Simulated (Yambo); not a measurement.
A BSE run in Yambo for LiNbO₃ (space group R-3, No. 148) (PBEsol bands; 6×6×6 mesh, 10 valence and 6 conduction bands, static screening with 76 bands and a 3 Ry block, scissor 1.82 eV, Tamm-Dancoff; field along x) gives:

```csv
state,energy (eV),states within 2 meV,relative strength,class
1,4.63,1,< 0.01,dark
2,4.66,2,< 0.01,dark
3,4.73,1,< 0.01,dark
4,4.77,2,0.11,strong
5,4.78,1,< 0.01,dark
```

Axes are Cartesian, with cell vectors (Å) (2.64, 1.53, 4.85), (-2.64, 1.53, 4.85), (0.00, -3.05, 4.85).

Question: What changes when the light is polarised along z instead?

Answer: The energies stay; the strengths change. The first strong state is now at 4.73 eV instead of 4.77 eV.
```csv
state,energy (eV),states within 2 meV,relative strength,class
1,4.63,1,< 0.01,dark
2,4.66,2,< 0.01,dark
3,4.73,1,1.00,strong
4,4.77,2,< 0.01,dark
5,4.78,1,0.04,weak
```
Each run's strengths are scaled to its own strongest state. These are vertical excitations (zero momentum). The scissor comes from a G0W0 run whose convergence isn't established.

Spin-orbit coupling is not included.

Geometry of the Materials Project entry, not relaxed at this level; primitive cell a = b = c = 5.727 Å, α = β = γ = 54.96°.

This is not the ordinary phase of the substance.
